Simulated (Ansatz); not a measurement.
Al:
```yaml
crystal:
  lattice:
    - [5.25683, 0.00000, 0.00000]
    - [-2.62842, 4.55255, 0.00000]
    - [0.00000, 0.00000, 5.05196]
  atoms:
    - { symbol: Al, position: [0.00000, 0.00000, 0.25357] }
    - { symbol: Al, position: [0.00000, 0.00000, 0.74643] }
    - { symbol: Al, position: [0.33333, 0.66667, 0.50000] }
    - { symbol: Al, position: [0.66667, 0.33333, 0.50000] }
    - { symbol: Al, position: [0.00000, 0.50000, 0.00000] }
    - { symbol: Al, position: [0.50000, 0.00000, 0.00000] }
    - { symbol: Al, position: [0.50000, 0.50000, 0.00000] }
```

Relaxed with PBE. Special points in fractions of this cell's reciprocal vectors: Γ (0.000, 0.000, 0.000); M (0.500, 0.000, 0.000); K (0.333, 0.333, 0.000); A (0.000, 0.000, 0.500); L (0.500, 0.000, 0.500); H (0.333, 0.333, 0.500).

Q: List the band energies nearest the Fermi level at these points for PBE in the plane-wave PAW code Ansatz.

A: In eV from the Fermi level; about four levels below and three above (degenerate sets whole), none deeper than 8.9 eV; points with the same levels are listed once.

```
k                                below                     above
-  -----------------------------------  ------------------------
Γ              -3.92 -3.92 -3.48 -3.48            0.59 0.99 1.73
M              -3.48 -3.21 -3.10 -0.50            0.03 0.12 0.18
K              -2.24 -1.92 -1.92 -1.21  3.84 3.84 3.97 3.97 3.97
A              -1.89 -1.89 -1.53 -1.53            1.84 1.97 7.17
L              -5.07 -4.49 -3.75 -3.40            1.23 1.69 2.02
H  -6.45 -6.44 -6.44 -1.29 -1.29 -0.06            0.26 0.60 0.60
```

Space group P6/mmm. The start of the workflow was typed in or built on a structure type; neither database checked (COD, Materials Project) lists it. It is not the phase usual at ambient conditions (space group No. 225). The PBE relaxation kept the symmetry of its start; whether a distortion lowers the energy is not shown.

Potentials: the later of the program's two PAW sets.
